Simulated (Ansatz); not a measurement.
# Property card for PbSe

PbSe:
```
PbSe
1.0
    2.14531    -6.05178     0.00000
    2.14531     6.05178     0.00000
    0.00000     0.00000     4.44138
Pb Se
2 2
Cartesian
  2.14531  -1.57366   3.33104
  2.14531   1.57366   1.11035
  2.14531  -4.38097   3.33104
  2.14531   4.38097   1.11035
```

Space group Cmcm (No. 63); conventional cell a = 4.291 Å, b = 12.104 Å, c = 4.441 Å, α = β = γ = 90.00°.

Method: r²SCAN+D4 in the plane-wave PAW code Ansatz. Structure relaxed to zero pressure with the same functional. Other levels are named where they apply.

**Cell and energy**

```json
{
 "volume_per_atom": "28.83 Å³",
 "density": "8.24 g/cm³",
 "Formation energy from the elements (no fitted shifts)": "-0.64 eV/atom"
}
```

**Electronic structure**

```json
{
 "band_gap": "1.21 eV (smallest direct gap 1.23 eV)",
 "valence_band_maximum": "on the T–Y line, 23 % of the way from T (k = -0.500, 0.500, 0.387 in fractions of the reciprocal vectors)",
 "conduction_band_minimum": "on the Σ0–Γ line, 25 % of the way from Σ0 (k = 0.211, 0.211, 0.000 in fractions of the reciprocal vectors) (2 equivalent valleys)",
 "electron_effective_mass": "0.13, 0.15, 0.20 mₑ (principal values)",
 "hole_effective_mass": "0.13, 0.13, 2.0 mₑ (principal values)",
 "Gap with spin–orbit coupling": "0.74 eV"
}
```

The first step of the workflow began from a Materials Project structure, measured or hypothetical; the Crystallography Open Database copy checked does not list it. It is not the phase usual at ambient conditions (space group No. 225). Symmetry was held in the r²SCAN+D4 relaxation; its stability against distortions is not shown here. The references are the lowest solids computed at this level, not always the standard phases. Spin–orbit coupling is left out wherever it is not named.

Potentials: the later of the program's two PAW sets.
